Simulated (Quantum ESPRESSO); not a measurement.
Al3MgO5F, input and log of a self-consistent run

A calculation, not a measurement. The program is pw.x of Quantum ESPRESSO 7.5 (plane-wave density functional theory). The cell is made up: 10 atoms on a corundum lattice, with randomly drawn elements, strain and displacements, not relaxed. PseudoDojo standard norm-conserving files (v0.5 for PBE, v0.4.1 for LDA and PBEsol) set the functional; there is no spin polarisation, spin-orbit coupling or dispersion term, and the masses in the input are unused placeholders.

Input:

```
&control calculation='scf', pseudo_dir='./dojo.nc.sr.pbe.v0_5.standard.upf', outdir='./o', disk_io='low', tprnfor=.true., tstress=.true. /
&system ibrav=0, nat=10, ntyp=4, nbnd=34, ecutwfc=105.61755193, nosym=.true., tot_charge=0,
 occupations='smearing', smearing='fd', degauss=0.0018374661
/
&electrons conv_thr=7.350e-09, electron_maxstep=60, /
ATOMIC_SPECIES
Al 1.0 Al.upf
F 1.0 F.upf
Mg 1.0 Mg.upf
O 1.0 O.upf
CELL_PARAMETERS angstrom
2.3172 1.4035 4.3578
-2.4371 1.3528 4.4398
-0.1039 -2.7965 4.4115
ATOMIC_POSITIONS angstrom
Al -0.1003 -0.0332 4.6226
Mg -0.0799 -0.0165 1.9311
Al -0.1377 -0.0099 8.5714
Al -0.2436 -0.0523 11.2359
O -1.0297 1.3012 7.7187
F -0.8615 -1.5195 7.722
O 1.5192 0.1421 7.6419
O 0.8299 -1.4211 5.5124
O 0.6701 1.5135 5.5207
O -1.7123 -0.1241 5.5118
K_POINTS automatic
8 8 8 1 1 1
```

The log is shortened where brackets say so; the opening notice, blank lines, dates and the lines on written files are dropped, and the path of the files is cut. It prints rydbergs, bohrs and kilobars, and counts compression as positive stress. With no partly filled state, the Fermi energy that it prints is only some level between the filled and the empty states on the mesh, and need not lie in the true gap.

```
     Program PWSCF v.7.5
     Parallel version (MPI & OpenMP), running on       4 processor cores
     Number of MPI processes:                 4
     Threads/MPI process:                     1
     [start-up lines left out]
     bravais-lattice index     =            0
     lattice parameter (alat)  =       9.6966  a.u.
     unit-cell volume          =     589.4894 (a.u.)^3
     number of atoms/cell      =           10
     number of atomic types    =            4
     number of electrons       =        56.00
     number of Kohn-Sham states=           34
     kinetic-energy cutoff     =     105.6176  Ry
     charge density cutoff     =     422.4702  Ry
     scf convergence threshold =      7.3E-09
     mixing beta               =       0.7000
     number of iterations used =            8  plain     mixing
     Exchange-correlation= PBE
                           (   1   4   3   4   0   0   0)
     [axes and pseudopotential details left out]
   Cartesian axes
     site n.     atom                  positions (alat units)
         1        Al     tau(   1) = (  -0.0195469  -0.0064702   0.9008734  )
         2        Mg     tau(   2) = (  -0.0155713  -0.0032156   0.3763416  )
         3        Al     tau(   3) = (  -0.0268356  -0.0019294   1.6704336  )
         4        Al     tau(   4) = (  -0.0474739  -0.0101925   2.1897036  )
         5        O      tau(   5) = (  -0.2006726   0.2535838   1.5042556  )
         6        F      tau(   6) = (  -0.1678931  -0.2961271   1.5048987  )
         7        O      tau(   7) = (   0.2960686   0.0276931   1.4892884  )
         8        O      tau(   8) = (   0.1617347  -0.2769505   1.0742817  )
         9        O      tau(   9) = (   0.1305922   0.2949578   1.0758993  )
        10        O      tau(  10) = (  -0.3337009  -0.0241852   1.0741648  )
     number of k points=   256  Fermi-Dirac smearing, width (Ry)=  0.0018
     Number of k-points >= 100: set verbosity='high' to print them.
     Dense  grid:    86495 G-vectors     FFT dimensions: (  64,  72,  72)
     Estimated max dynamical RAM per process >     483.42 MB
     Estimated total dynamical RAM >       1.83 GB
     Initial potential from superposition of free atoms
     starting charge      55.9918, renormalised to      56.0000
     Starting wfcs are   41 randomized atomic wfcs
     total cpu time spent up to now is       20.4 secs
     per-process dynamical memory:   449.9 Mb
     Self-consistent Calculation
     iteration #  1     ecut=   105.62 Ry     beta= 0.70
     Davidson diagonalization with overlap
     ethr =  1.00E-02,  avg # of iterations =  3.6
     total cpu time spent up to now is       70.8 secs
     total energy              =    -347.55402335 Ry
     estimated scf accuracy    <       2.15147103 Ry
     iteration #  2     ecut=   105.62 Ry     beta= 0.70
     Davidson diagonalization with overlap
     ethr =  3.84E-03,  avg # of iterations =  2.1
     total cpu time spent up to now is      118.7 secs
     total energy              =    -348.17718440 Ry
     estimated scf accuracy    <       1.46743209 Ry
     iteration #  3     ecut=   105.62 Ry     beta= 0.70
     Davidson diagonalization with overlap
     ethr =  2.62E-03,  avg # of iterations =  2.0
     total cpu time spent up to now is      162.8 secs
     total energy              =    -348.44238510 Ry
     estimated scf accuracy    <       0.01671780 Ry
     iteration #  4     ecut=   105.62 Ry     beta= 0.70
     Davidson diagonalization with overlap
     ethr =  2.99E-05,  avg # of iterations =  9.2
     total cpu time spent up to now is      227.8 secs
     total energy              =    -348.44965109 Ry
     estimated scf accuracy    <       0.00667568 Ry
     iteration #  5     ecut=   105.62 Ry     beta= 0.70
     Davidson diagonalization with overlap
     ethr =  1.19E-05,  avg # of iterations =  2.1
     total cpu time spent up to now is      271.9 secs
     total energy              =    -348.45033452 Ry
     estimated scf accuracy    <       0.00111782 Ry
     [iterations 6 to 7 left out]
     iteration #  8     ecut=   105.62 Ry     beta= 0.70
     Davidson diagonalization with overlap
     ethr =  2.49E-08,  avg # of iterations =  2.0
     total cpu time spent up to now is      405.4 secs
     total energy              =    -348.45038036 Ry
     estimated scf accuracy    <       0.00000599 Ry
     iteration #  9     ecut=   105.62 Ry     beta= 0.70
     Davidson diagonalization with overlap
     ethr =  1.07E-08,  avg # of iterations =  2.0
     total cpu time spent up to now is      449.2 secs
     total energy              =    -348.45038099 Ry
     estimated scf accuracy    <       0.00000033 Ry
     iteration # 10     ecut=   105.62 Ry     beta= 0.70
     Davidson diagonalization with overlap
     ethr =  5.89E-10,  avg # of iterations =  2.3
     total cpu time spent up to now is      496.9 secs
     total energy              =    -348.45038110 Ry
     estimated scf accuracy    <       0.00000001 Ry
     iteration # 11     ecut=   105.62 Ry     beta= 0.70
     Davidson diagonalization with overlap
     ethr =  2.25E-11,  avg # of iterations =  3.2
     total cpu time spent up to now is      545.0 secs
     total energy              =    -348.45038110 Ry
     estimated scf accuracy    <          7.4E-09 Ry
     iteration # 12     ecut=   105.62 Ry     beta= 0.70
     Davidson diagonalization with overlap
     ethr =  1.32E-11,  avg # of iterations =  2.0
     total cpu time spent up to now is      590.1 secs
     End of self-consistent calculation
     Number of k-points >= 100: set verbosity='high' to print the bands.
     the Fermi energy is     9.2751 ev
!    total energy              =    -348.45038110 Ry
     estimated scf accuracy    <          1.8E-10 Ry
     smearing contrib. (-TS)   =       0.00000000 Ry
     internal energy E=F+TS    =    -348.45038110 Ry
     The total energy is F=E-TS. E is the sum of the following terms:
     one-electron contribution =    -143.50606503 Ry
     hartree contribution      =     105.84734706 Ry
     xc contribution           =     -76.73923562 Ry
     ewald contribution        =    -234.05242752 Ry
     convergence has been achieved in  12 iterations
     Forces acting on atoms (cartesian axes, Ry/au):
     atom    1 type  1   force =     0.05132235   -0.05234023    0.09224577
     atom    2 type  3   force =     0.10431936   -0.02986314   -0.01525866
     atom    3 type  1   force =     0.05221857    0.05867595    0.08580052
     atom    4 type  1   force =    -0.06484715    0.00549375   -0.06357263
     atom    5 type  4   force =     0.01482560    0.04752119    0.02903460
     atom    6 type  2   force =    -0.02263071    0.03229387    0.01764710
     atom    7 type  4   force =    -0.03140624   -0.05436664    0.05614648
     atom    8 type  4   force =     0.01702296    0.06476780   -0.05498316
     atom    9 type  4   force =    -0.15822082    0.00567801   -0.10559657
     atom   10 type  4   force =     0.03739608   -0.07786057   -0.04146345
     Total force =     0.335983     Total SCF correction =     0.000012
     Computing stress (Cartesian axis) and pressure
          total   stress  (Ry/bohr**3)                   (kbar)     P=      122.63
   0.00136853  -0.00028474   0.00072001          201.32      -41.89      105.92
  -0.00028474   0.00063218   0.00000148          -41.89       93.00        0.22
   0.00072001   0.00000148   0.00050008          105.92        0.22       73.56
     init_run     :     19.75s CPU     20.32s WALL (       1 calls)
     electrons    :    566.87s CPU    569.74s WALL (       1 calls)
     forces       :      4.45s CPU      4.48s WALL (       1 calls)
     stress       :     15.89s CPU     15.93s WALL (       1 calls)
     [timing details left out]
     PWSCF        :  10m 7.13s CPU  10m10.83s WALL
     JOB DONE.
```

In other units: free energy -4740.909 eV for the cell, pressure 12.26 GPa, largest force component 4.068 eV/Å. This run is the check on a run of the same cell at a cutoff of 1143 eV and k mesh 6 x 6 x 6: rerunning at a cutoff of 1437 eV and k mesh 8 x 8 x 8 moved values by no more than 0.004 eV in energy, 0.03 GPa in stress and 0.006 eV/Å in force.